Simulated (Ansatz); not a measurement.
# MnSe: zone-centre modes under pressure

MnSe, Fm-3m, a = 5.108 Å. Ansatz: LDA, PAW, 420 eV, Γ-centred 14×14×14 mesh on 2 atoms, Gaussian smearing 0.20 eV; collinear spin, largest moment 3.6 μB. Cell and atoms are relaxed at each pressure with the symmetry kept; optical modes at Γ by linear response, in cm⁻¹, the highest.

```tsv
P (GPa)	V (Å³/atom)	ω1
0	16.660	204.3
8	15.228	234.7
25	13.400	?
```

Get the mode's Grüneisen parameter γ = −d ln ω/d ln V from the other rows and predict the missing frequency.

ln(V/V0) = 0.0000, -0.0899, -0.2178; a line through ln(ω/ω0) of the 2 known rows gives ω1: γ = 1.543, predicted 285.9, computed 278.9. The miss is 2.5 %: γ isn't constant over this range. In a metal these frequencies hang on the mesh and smearing.

The cell holds one magnetic atom, so it can only be ferromagnetic; an antiferromagnetic order may lie lower. The mesh isn't the same in all rows (14×14×14, 16×16×16).